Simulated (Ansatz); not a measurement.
## How far is PAW off for HfC?

```
Hf C
1.0
     0.00000    2.32500    2.30175
     2.32500    0.00000    2.30175
     2.32500    2.32500    0.00000
Hf C
1 1
Direct
  0.50000 0.50000 0.50000
  0.00000 0.00000 0.00000
```

Atom numbers follow the list: Hf1, C2.

The cell comes from COD entry 1539502, which wasn't checked; take it as a given geometry. The listed cell was then made from it by scaling, straining or moving an atom.

Spin–orbit coupling is left out, though it moves levels of the heavy atoms by tenths of an eV or more.

Methods: DFT, LDA, PAW with Ansatz's default frozen-core files, scalar-relativistic (Ansatz 0.2.0); DFT, LDA, all-electron LAPW, scalar-relativistic (Ansatz 0.2.0).

For PAW: a Γ-centred 12×12×12 k mesh, Fermi–Dirac smearing of 0.05 eV, cutoff 420 eV, no spin polarisation; the PAW files were made with PBE, and the program remakes their frozen cores for this functional. LAPW targets a basis error of 0.25 meV/atom. The Ansatz runs share mesh, smearing and spin set-up. Plane-wave (PAW) pressures include the program's estimate of the Pulay term.

Stress and pressure are positive in compression.

PAW results:

| quantity | PAW |
| --- | --- |
| pressure (GPa) | -9.62 |
| stress xx (GPa) | -10.94 |
| stress zz (GPa) | -6.98 |

(1) What does full-potential LAPW give for the same quantities?

## Answers

(1) 
```tsv
quantity	LAPW
pressure (GPa)	-9.54
stress xx (GPa)	-10.86
stress zz (GPa)	-6.89
```
